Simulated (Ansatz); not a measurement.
## TaTi5N6: relaxed-ion elastic tensor

Theory: DFT PBE, scalar-relativistic, plane waves, PAW (Ansatz 0.2.0). Cutoff 420 eV, 12×12×4 k-points (Γ-centred), Fermi-Dirac smearing of 0.15 eV. No spin polarisation.

Equilibrium structure at this level:
```yaml
crystal:
  lattice:
    - [3.03235, 0.00000, 0.00000]
    - [0.00000, 3.03235, 0.00000]
    - [0.00000, 0.00000, 12.82232]
  atoms:
    - { symbol: Ti, position: [0.00000, 0.00000, 0.00000] }
    - { symbol: Ti, position: [0.50000, 0.50000, 0.16511] }
    - { symbol: Ti, position: [0.00000, 0.00000, 0.32708] }
    - { symbol: Ti, position: [0.00000, 0.00000, 0.67292] }
    - { symbol: Ti, position: [0.50000, 0.50000, 0.83489] }
    - { symbol: Ta, position: [0.50000, 0.50000, 0.50000] }
    - { symbol: N, position: [0.00000, 0.00000, 0.16449] }
    - { symbol: N, position: [0.50000, 0.50000, 0.33049] }
    - { symbol: N, position: [0.00000, 0.00000, 0.50000] }
    - { symbol: N, position: [0.50000, 0.50000, 0.66951] }
    - { symbol: N, position: [0.00000, 0.00000, 0.83551] }
    - { symbol: N, position: [0.50000, 0.50000, 0.00000] }
```

It was reached by relaxing an invented guess, and it needn't be the stable form of this composition. In a metal, frequencies and elastic constants depend on the k mesh and the smearing, soft modes and shear constants most. Spin–orbit coupling is left out, which matters for heavy elements.

Question: Give the relaxed-ion elastic constants (GPa, Voigt order xx yy zz yz xz xy, on the Cartesian axes of the cell above).

Answer:
```
506.9 217.2 124.1   0.0   0.0   0.0
217.2 506.9 124.1   0.0   0.0   0.0
124.0 124.0 600.4   0.0   0.0   0.0
  0.0   0.0   0.0 146.9   0.0   0.0
  0.0   0.0   0.0   0.0 146.9   0.0
  0.0   0.0   0.0   0.0   0.0 235.3
```

Question: Is the crystal stable against homogeneous strain?

Answer: Yes: the least eigenvalue of the tensor is 146.9 GPa.

Question: And the moduli of a polycrystal (Hill averages)?

Answer: B = 283 GPa, G = 177 GPa, E = 440 GPa, ν = 0.24.
